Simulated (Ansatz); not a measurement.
C:
```
C
1.0
    2.52046     0.00000     0.00000
   -1.26023     2.18278     0.00000
    0.00000     0.00000    12.42891
C
12
Direct
  0.66667   0.33333   0.35491
  0.33333   0.66667   0.64509
  0.33333   0.66667   0.85491
  0.66667   0.33333   0.14509
  0.66667   0.33333   0.02077
  0.33333   0.66667   0.97923
  0.33333   0.66667   0.52077
  0.66667   0.33333   0.47923
  0.00000   0.00000   0.68686
  0.00000   0.00000   0.31314
  0.00000   0.00000   0.18686
  0.00000   0.00000   0.81314
```

Relaxed with PBE. Special points in fractions of this cell's reciprocal vectors: Γ (0.000, 0.000, 0.000); M (0.500, 0.000, 0.000); K (0.333, 0.333, 0.000); A (0.000, 0.000, 0.500); L (0.500, 0.000, 0.500); H (0.333, 0.333, 0.500).

Question: List the band energies nearest the valence-band maximum at these points for PBE (plane waves, PAW; program Ansatz).

Answer: In eV from the valence-band maximum; about four levels below and three above (degenerate sets whole), none deeper than 8.9 eV; points with the same levels are listed once.

| k | below | above |
|---|---|---|
| Γ | -0.98 -0.98 -0.15 0.00 0.00 | 5.38 5.38 5.50 |
| M | -4.06 -4.01 -3.60 -2.90 | 4.62 5.22 5.28 |
| K | -5.94 -4.73 -4.60 -4.60 | 5.59 5.59 6.09 |
| A | -0.32 -0.32 -0.32 -0.32 | 5.77 5.77 5.77 5.77 |
| L | -3.76 -3.76 -3.24 -3.24 | 4.79 4.79 5.83 5.83 |
| H | -5.25 -5.25 -4.82 -4.82 | 5.82 5.82 6.95 6.95 |

Space group P6_3/mmc. The first step of the workflow began from a Materials Project structure, measured or hypothetical. Its sites differ from those of the usual phase in this space group: another stacking or structure type. The PBE relaxation kept the symmetry of its start; whether a distortion lowers the energy is not shown.

Potentials: the later of the program's two PAW sets.
